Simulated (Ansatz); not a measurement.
The end point of a relaxation of ZnSnP$_{2}$. Computed with PBEsol (plane waves to 420 eV, PAW, scalar-relativistic; Ansatz, an electronic-structure program).

```cif
data_P2SnZn
_chemical_formula_sum 'Sn1 Zn1 P2'
_space_group_name_H-M_alt 'P 1'
_space_group_IT_number 1
_cell_length_a 3.98836
_cell_length_b 3.98836
_cell_length_c 5.59754
_cell_angle_alpha 90.000
_cell_angle_beta 90.000
_cell_angle_gamma 90.000
loop_
_space_group_symop_operation_xyz
  'x, y, z'
loop_
_atom_site_label
_atom_site_type_symbol
_atom_site_fract_x
_atom_site_fract_y
_atom_site_fract_z
_atom_site_occupancy
Sn1 Sn 0.50000 0.50000 0.50000 1
Zn1 Zn 0.00000 0.00000 0.00000 1
P1 P 0.00000 0.50000 0.77573 1
P2 P 0.50000 0.00000 0.22427 1
```

Determine the symmetry and give the standard cell with its independent sites.

Space group P-4m2 (No. 115); a = b = 3.988 Å, c = 5.598 Å, α = β = γ = 90.00°

```
atom  site  symmetry       x       y       z
----  ----  --------  ------  ------  ------
Sn      1c      -4m2  0.5000  0.5000  0.5000
Zn      1a      -4m2  0.0000  0.0000  0.0000
P       2g      2mm.  0.5000  0.0000  0.2243
```

Give the shortest distances between elements (the closest pairs, up to four, under 3.6 Å).

P–Zn 2.36 Å; P–Sn 2.52 Å.

```yaml
volume_per_atom: 22.26 Å³
band_gap: 0.49 eV, indirect (valence top at Γ, conduction bottom at R) (no spin-orbit coupling)
smallest_direct_gap: 0.54 eV at Γ
```

No spin polarisation in the result.

The run could not lose the symmetry of its start.

It was reached from a disturbed copy of a I-42d (No. 122) cell (chalcopyrite type), against which it lies +3 meV/atom.

The first start was generated by placing the elements on the sites of a structure type. Materials Project lists a structure of ZnSnP2 in the same space group, P-4m2 (No. 115); the sites were not compared with it, nor with measured phases.
